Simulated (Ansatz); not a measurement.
Ansatz (a program for electronic structure) input:

Ansatz 0.2 input:
```yaml
crystal:
  lattice:
    - [3.8393247194, 0.0, 0.0]
    - [0.0, 3.8588225522, 0.0]
    - [-1.9171027549, 0.0, 6.5012581742]
  atoms:
    - { symbol: Ta, position: [0.6461551315, 0.0, 0.7922535879] }
    - { symbol: Ta, position: [0.3538448685, 0.0, 0.2077464121] }
    - { symbol: O, position: [0.6498950333, 0.5, 0.7991294198] }
    - { symbol: O, position: [0.3501049667, 0.5, 0.2008705802] }
    - { symbol: O, position: [0.1852261423, 0.0, 0.8702772418] }
    - { symbol: O, position: [0.8147738577, 0.0, 0.1297227582] }
    - { symbol: O, position: [0.5, 0.0, 0.5] }
kpoints:
  mp_grid: { grid: [8, 7, 5] }
hamiltonian:
  xc: pbesol
  pseudopotentials: { azcp: { folder: ./paw }, kind: paw }
scf:
  occupations: { method: fixed }
elastic: { mode: relaxed_ion, stencil: two_point, amplitude: 0.005, f_tol: 0.0005 }
```

Output (shortened):

```
Pseudopotential: Ta, paw, valence charge 13
Pseudopotential: O, paw, valence charge 6
Functional definition: PBEsol
Crystal: 7 atoms, lattice volume = 96.318 Å³
Basis set: ecut = 420 eV, 1899 PW (Γ), exchange–correlation on 54×54×96 points (8 copies of the dense FFT grid, shifted against one another)
Bands: 35, of which v1, the nominal top of the filled ones, is band 28 counted from 1 (27 counted from 0)
Symmetry: 4 space group operations
Space group: P2/m (ITA 10), of the structure as read, at distance tolerance 4.6e-5 Å
k-points: 84 of 280
SCF 1 converged in 17 iterations: F = -22426.473968 eV  dr2 = 3.60e-14
relax step   1: F+E_penalty+E_count = -22426.47396796 eV  Δ(F+E_penalty+E_count) = +0.000e0 eV  max|allowed force component| = 1.094e-3 eV/Å  Δτ_max = 0.0000 Å  (17 SCF iters, accepted)
Crystal: 7 atoms, lattice volume = 96.318 Å³
SCF 2 converged in 11 iterations: F = -22426.473968 eV  dr2 = 6.89e-14
relax step   2: F+E_penalty+E_count = -22426.47396805 eV  Δ(F+E_penalty+E_count) = -8.384e-8 eV  max|allowed force component| = 1.314e-3 eV/Å  Δτ_max = 0.0001 Å  (11 SCF iters, accepted)
Crystal: 7 atoms, lattice volume = 96.318 Å³
SCF 3 converged in 10 iterations: F = -22426.473968 eV  dr2 = 1.86e-15
relax step   3: F+E_penalty+E_count = -22426.47396811 eV  Δ(F+E_penalty+E_count) = -6.237e-8 eV  max|allowed force component| = 6.035e-4 eV/Å  Δτ_max = 0.0000 Å  (10 SCF iters, accepted)
Crystal: 7 atoms, lattice volume = 96.318 Å³
SCF 4 converged in 10 iterations: F = -22426.473968 eV  dr2 = 2.90e-15
relax step   4: F+E_penalty+E_count = -22426.47396821 eV  Δ(F+E_penalty+E_count) = -1.002e-7 eV  max|allowed force component| = 4.362e-4 eV/Å  Δτ_max = 0.0003 Å  (10 SCF iters, accepted)
Crystal: 7 atoms, lattice volume = 96.318 Å³
SCF 5 converged in 10 iterations: F = -22426.473968 eV  dr2 = 5.26e-14
Crystal: 7 atoms, lattice volume = 95.836 Å³
Basis set: ecut = 420 eV, 1871 PW (Γ), exchange–correlation on 54×54×96 points (8 copies of the dense FFT grid, shifted against one another)
SCF 6 converged in 15 iterations: F = -22426.470437 eV  dr2 = 3.50e-14
relax step   1: F+E_penalty+E_count = -22426.47043674 eV  Δ(F+E_penalty+E_count) = +0.000e0 eV  max|allowed force component| = 1.524e-1 eV/Å  Δτ_max = 0.0000 Å  (15 SCF iters, accepted)
Crystal: 7 atoms, lattice volume = 95.836 Å³
SCF 7 converged in 13 iterations: F = -22426.468972 eV  dr2 = 9.64e-14
relax step   2: F+E_penalty+E_count = -22426.46897152 eV  Δ(F+E_penalty+E_count) = +1.465e-3 eV  max|allowed force component| = 3.181e-1 eV/Å  Δτ_max = 0.0099 Å  (13 SCF iters, rejected (line search))
Crystal: 7 atoms, lattice volume = 95.836 Å³
SCF 8 converged in 13 iterations: F = -22426.471096 eV  dr2 = 9.66e-14
relax step   3: F+E_penalty+E_count = -22426.47109634 eV  Δ(F+E_penalty+E_count) = -6.596e-4 eV  max|allowed force component| = 5.823e-3 eV/Å  Δτ_max = 0.0034 Å  (13 SCF iters, accepted)
Crystal: 7 atoms, lattice volume = 95.836 Å³
SCF 9 converged in 11 iterations: F = -22426.471105 eV  dr2 = 5.11e-14
relax step   4: F+E_penalty+E_count = -22426.47110512 eV  Δ(F+E_penalty+E_count) = -8.780e-6 eV  max|allowed force component| = 8.244e-3 eV/Å  Δτ_max = 0.0016 Å  (11 SCF iters, accepted)
Crystal: 7 atoms, lattice volume = 95.836 Å³
SCF 10 converged in 10 iterations: F = -22426.471107 eV  dr2 = 5.02e-14
relax step   5: F+E_penalty+E_count = -22426.47110718 eV  Δ(F+E_penalty+E_count) = -2.063e-6 eV  max|allowed force component| = 3.754e-4 eV/Å  Δτ_max = 0.0002 Å  (10 SCF iters, accepted)
Crystal: 7 atoms, lattice volume = 95.836 Å³
SCF 11 converged in 10 iterations: F = -22426.471107 eV  dr2 = 4.81e-14
[...]
Crystal: 7 atoms, lattice volume = 96.317 Å³
SCF 76 converged in 10 iterations: F = -22426.473862 eV  dr2 = 9.15e-14
relax step   5: F+E_penalty+E_count = -22426.47386176 eV  Δ(F+E_penalty+E_count) = -3.036e-6 eV  max|allowed force component| = 1.442e-3 eV/Å  Δτ_max = 0.0012 Å  (10 SCF iters, accepted)
Crystal: 7 atoms, lattice volume = 96.317 Å³
SCF 77 converged in 10 iterations: F = -22426.473862 eV  dr2 = 6.02e-15
relax step   6: F+E_penalty+E_count = -22426.47386186 eV  Δ(F+E_penalty+E_count) = -9.839e-8 eV  max|allowed force component| = 7.871e-5 eV/Å  Δτ_max = 0.0001 Å  (10 SCF iters, accepted)
Crystal: 7 atoms, lattice volume = 96.317 Å³
SCF 78 converged in 10 iterations: F = -22426.473862 eV  dr2 = 7.47e-14
Crystal: 7 atoms, lattice volume = 96.317 Å³
SCF 79 converged in 12 iterations: F = -22426.473490 eV  dr2 = 1.07e-14
relax step   1: F+E_penalty+E_count = -22426.47349032 eV  Δ(F+E_penalty+E_count) = +0.000e0 eV  max|allowed force component| = 4.246e-4 eV/Å  Δτ_max = 0.0000 Å  (12 SCF iters, accepted)
Crystal: 7 atoms, lattice volume = 96.317 Å³
SCF 80 converged in 10 iterations: F = -22426.473490 eV  dr2 = 6.17e-14
Crystal: 7 atoms, lattice volume = 96.317 Å³
SCF 81 converged in 12 iterations: F = -22426.473490 eV  dr2 = 1.19e-14
relax step   1: F+E_penalty+E_count = -22426.47349032 eV  Δ(F+E_penalty+E_count) = +0.000e0 eV  max|allowed force component| = 4.246e-4 eV/Å  Δτ_max = 0.0000 Å  (12 SCF iters, accepted)
Crystal: 7 atoms, lattice volume = 96.317 Å³
SCF 82 converged in 10 iterations: F = -22426.473490 eV  dr2 = 6.22e-14
WARN: C44 and the rest of its column (C14 to C64, from strain 23), every constant that the crystal's symmetry builds from them, which can be the whole tensor …
SCF converged after 10 iterations
Free energy (F): -22426.473968 eV
Harris-Foulkes:  -22426.473968 eV  (|F-HF|=0.00e0)
Internal energy: -22426.473968 eV  (E = F + TS)
E sigma→0 (E₀):  -22426.473968 eV
Fermi energy:    6.912617 eV
--- Per-component energies (eV) ---
  E_band       = -553.206182
  E_kinetic    = 1613.371052
  E_local      = -4407.733240  (includes V_loc(G=0)·N_el)
  E_nonlocal   = 250.555582
  E_hartree    = 1665.880234
  E_xc         = -985.626598
  E_vxc        = -913.174630  (∫ρ·V_xc dr)
  E_paw        = -17149.015679  (= ΣΔE_a)
  E_vpaw       = -427.989527  (= ΣTr[D̂ρ^β])
  E_aug_tail   = 0.004120  (compensation charges beyond the density's cutoff)
  E_ewald      = -3414.513304
  E_core_change = 0.603865  (= ΣΔE_core)
  E_smearing   =  0.000000  (= −TS)
  E_closure    =  0.000000  (closes the sum)
  Σ components = -22426.473968   (vs F -22426.473968, Δ=0.00e0)
--- Forces (eV/Å), atoms counted from 1 ---
  atom   1  Ta     0.00020306     0.00000000     0.00016943
  atom   2  Ta    -0.00020306     0.00000000    -0.00016943
  atom   3  O      0.00014354     0.00000000    -0.00004698
  atom   4  O     -0.00014354     0.00000000     0.00004698
  atom   5  O     -0.00043615     0.00000000    -0.00004531
  atom   6  O      0.00043615     0.00000000     0.00004531
  atom   7  O      0.00000000     0.00000000     0.00000000
  max |Σ_I F_I| component: 0.0 eV/Å
--- Stress (GPa, compression-positive) ---
       -0.000986       0.000000      -0.005573
        0.000000       0.006310       0.000000
       -0.005573       0.000000      -0.006435
  P = ⅓ Tr σ = -0.0004 GPa (-0.004 kbar)
--- Band table (eV; the first three rows and the last of 84) ---
  k-point 0: bands = ["-60.7022", "-60.6935", "-27.5104", "-27.3271", "-27.2619", "-27.2521", "-27.1412", "-27.1187", "-11.4849", "-10.6805", "-9.9988", "-9.9234", "-9.8977", "1.8726", "1.8898", "1.9582", "3.6420", "3.7826", "4.3847", "4.5230", "4.8469", …
  k-point 1: bands = ["-60.7022", "-60.6935", "-27.4903", "-27.3283", "-27.2735", "-27.2606", "-27.1400", "-27.1198", "-11.4282", "-10.6837", "-10.0611", "-9.9833", "-9.8324", "1.2803", "1.8880", "2.6297", "3.6844", "3.9460", "4.3378", "4.3847", "4.7842", …
  k-point 2: bands = ["-60.7022", "-60.6935", "-27.4445", "-27.3303", "-27.3214", "-27.2586", "-27.1379", "-27.1219", "-11.3227", "-10.6908", "-10.1959", "-9.9814", "-9.8035", "0.9584", "1.7889", "3.2746", "3.7686", "4.0983", "4.2478", "4.2855", "4.5947", …
  k-point 83: bands = ["-60.6970", "-60.6970", "-27.4963", "-27.4670", "-27.3213", "-27.2724", "-27.2409", "-27.2370", "-10.3573", "-9.9819", "-9.6628", "-8.5429", "-8.5297", "1.0014", "1.1629", "1.4816", "1.4902", "1.8564", "1.9391", "2.0708", "3.0131", …
--- Elastic constants: 6 strain directions × 2 members + reference (group order 4) ---
  dense FFT box of the reference and of every strained cell: 27×27×48
  strains applied: 11, 22, 33, 23, 13, 12; error gains …
  reference relaxed by the batch: 4 steps …
  largest displacement 2.0e-4 Å; the constants are those of the deck's cell at these positions:
  atoms:
    - { symbol: Ta, position: [0.6462005758452405, 0.0, 0.7922549317767115] }
    - { symbol: Ta, position: [0.3537994241547594, 0.0, 0.20774506822328853] }
    - { symbol: O, position: [0.6498452669035475, 0.49999999999999994, 0.7991318497128274] }
    - { symbol: O, position: [0.3501547330964524, 0.49999999999999994, 0.2008681502871725] }
    - { symbol: O, position: [0.18523595519714886, 0.0, 0.8702747774895991] }
    - { symbol: O, position: [0.8147640448028513, 0.0, 0.12972522251040092] }
    - { symbol: O, position: [0.5, 0.0, 0.49999999999999994] }
  C = ∂σ_k/∂η_j (tension-positive GPa; Voigt order 11 22 33 23 13 12):
       377.124     49.252    214.691      0.000     -0.025      0.000
        49.078    731.226     30.879      0.000      0.448      0.000
       214.608     30.750    393.742      0.000      0.110      0.000
         0.000      0.000      0.000     29.394      0.000      0.047
        -0.017      0.516      0.045      0.000     12.965      0.000
         0.000      0.000      0.000     -0.048      0.000     63.145
  reference stress σ⁰ (GPa):      0.001     -0.006      0.006      0.000      0.006      0.000
  moduli (Voigt/Reuss/Hill, GPa): K = 232.37/228.95/230.66   G = 101.60/35.23/68.41   E = 186.77   ν = 0.365
  mechanically stable: yes (min eigenvalue of sym C = 12.96 GPa)
  harmonic check of the ions' relaxations: strain 23: 1 of 1 pair far from harmonic (see the warning)
  the stresses are not corrected for the forces that the relaxations left standing (`elastic.f_tol`)
  strain η (Voigt 11):  stress-route row diagonal C_11 = 377.12 GPa, energy-path curvature d²(F+E_count+ΔE)/dδ²/Ω₀ = 376.97 GPa
         δ    σ_11 (GPa)             F (eV)   n_scf  n_hpsi   n_pw
    -5.000e-3      -1.9105      -22426.4711072      10   53423   1893   relax 5 steps, max|allowed force component| 3.75e-4 eV/Å
     5.000e-3       1.8607      -22426.4711410      10   53338   1912   relax 4 steps, max|allowed force component| 2.48e-4 eV/Å
  strain η (Voigt 22):  stress-route row diagonal C_22 = 731.23 GPa, energy-path curvature d²(F+E_count+ΔE)/dδ²/Ω₀ = 731.16 GPa
         δ    σ_22 (GPa)             F (eV)   n_scf  n_hpsi   n_pw
    -5.000e-3      -3.7289      -22426.4683557      10   53383   1892   relax 6 steps, max|allowed force component| 1.02e-5 eV/Å
     5.000e-3       3.5834      -22426.4686159      10   53453   1915   relax 4 steps, max|allowed force component| 2.34e-4 eV/Å
  strain η (Voigt 33):  stress-route row diagonal C_33 = 393.74 GPa, energy-path curvature d²(F+E_count+ΔE)/dδ²/Ω₀ = 393.84 GPa
         δ    σ_33 (GPa)             F (eV)   n_scf  n_hpsi   n_pw
    -5.000e-3      -1.9926      -22426.4710070      10   53344   1898   relax 5 steps, max|allowed force component| 2.22e-4 eV/Å
     5.000e-3       1.9448      -22426.4709997      10   53503   1915   relax 5 steps, max|allowed force component| 6.92e-5 eV/Å
  strain η (Voigt 23):  stress-route row diagonal C_44 = 29.39 GPa, energy-path curvature d²(F+E_count+ΔE)/dδ²/Ω₀ = -6.94 GPa
         δ    σ_23 (GPa)             F (eV)   n_scf  n_hpsi   n_pw
    -5.000e-3      -0.1472      -22426.4740006      10   91936   1905   relax 11 steps, max|allowed force component| 3.18e-5 eV/Å
     5.000e-3       0.1468      -22426.4740006      10   91923   1905   relax 11 steps, max|allowed force component| 1.34e-4 eV/Å
  strain η (Voigt 13):  stress-route row diagonal C_55 = 12.97 GPa, energy-path curvature d²(F+E_count+ΔE)/dδ²/Ω₀ = 12.95 GPa
         δ    σ_13 (GPa)             F (eV)   n_scf  n_hpsi   n_pw
    -5.000e-3      -0.0596      -22426.4738731      10   53398   1903   relax 6 steps, max|allowed force component| 5.72e-5 eV/Å
     5.000e-3       0.0701      -22426.4738619      10   53266   1902   relax 6 steps, max|allowed force component| 7.87e-5 eV/Å
  strain η (Voigt 12):  stress-route row diagonal C_66 = 63.15 GPa, energy-path curvature d²(F+E_count+ΔE)/dδ²/Ω₀ = 63.12 GPa
         δ    σ_12 (GPa)             F (eV)   n_scf  n_hpsi   n_pw
    -5.000e-3      -0.3157      -22426.4734903      10   89429   1902   relax 1 steps, max|allowed force component| 4.25e-4 eV/Å
     5.000e-3       0.3157      -22426.4734903      10   89472   1902   relax 1 steps, max|allowed force component| 4.25e-4 eV/Å
```

Cost: roughly 14 core-minutes on shared cores.

Space group Cmmm. The first step of the workflow began from a Materials Project structure, measured or hypothetical; the Crystallography Open Database copy checked does not list it. COD files the formula under space group No. 49, so this cell is another polymorph or a model. Its standing as an ambient phase is unchecked. The cell was relaxed with PBEsol under the symmetry of its start; phonons on a q-mesh show weakly imaginary modes. No spin polarisation was allowed. Point labels and valley counts follow the cell and symmetry of the run, lower than the named group. Scalar-relativistic: spin–orbit coupling is off unless named, which matters more the heavier the elements.

Potentials: the earlier of the program's two PAW sets.

Ansatz is a plane-wave DFT program.
